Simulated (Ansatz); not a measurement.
InSb:
```cif
data_In4Sb4
_chemical_formula_sum 'In4 Sb4'
_space_group_name_H-M_alt 'F-43m'
_space_group_IT_number 216
_space_group_name_Hall 'F -4 2 3'
_cell_length_a 6.51915
_cell_length_b 6.51915
_cell_length_c 6.51915
_cell_angle_alpha 90.000
_cell_angle_beta 90.000
_cell_angle_gamma 90.000
loop_
_atom_site_label
_atom_site_type_symbol
_atom_site_symmetry_multiplicity
_atom_site_Wyckoff_symbol
_atom_site_fract_x
_atom_site_fract_y
_atom_site_fract_z
_atom_site_occupancy
In1 In 4 a 0.00000 0.00000 0.00000 1
Sb1 Sb 4 c 0.25000 0.25000 0.25000 1
```
(The calculation used a cell of 2 atoms; values per cell refer to that cell.)

Relaxed with plane-wave PAW PBEsol (Ansatz code). Indices refer to the conventional cell of F-43m, a = 6.519 Å, b = 6.519 Å, c = 6.519 Å, α = 90.00°, β = 90.00°, γ = 90.00°.

Problem. Simulate the powder diffraction pattern (Cu Kα, λ = 1.54184 Å; lines above 1 %) up to 2θ = 90°.

Solution. Simulated powder pattern, Cu Kα, λ = 1.54184 Å (kinematic, ideal powder, no thermal factors, no anomalous dispersion; the 30 strongest lines at most, above 1 %, up to 2θ = 90°):

| 2θ (°) | d (Å) | I/Imax (%) | hkl |
|---|---|---|---|
| 23.64 | 3.764 | 100 | (111) |
| 39.08 | 2.305 | 80 | (220) |
| 46.18 | 1.966 | 49 | (311) |
| 56.46 | 1.630 | 13 | (400) |
| 62.06 | 1.496 | 20 | (331) |
| 70.81 | 1.331 | 27 | (422) |
| 75.83 | 1.255 | 15 | (511)+(333) |
| 83.97 | 1.152 | 8.4 | (440) |
| 88.79 | 1.102 | 15 | (531) |

The PBEsol relaxation kept the symmetry of its start. Scalar-relativistic: spin–orbit coupling is off unless named, which matters more the heavier the elements.

Potentials: the earlier of the program's two PAW sets. The files were generated under PBE; for other functionals the program regenerates the frozen cores, and for LDA and PBEsol the local potential too.
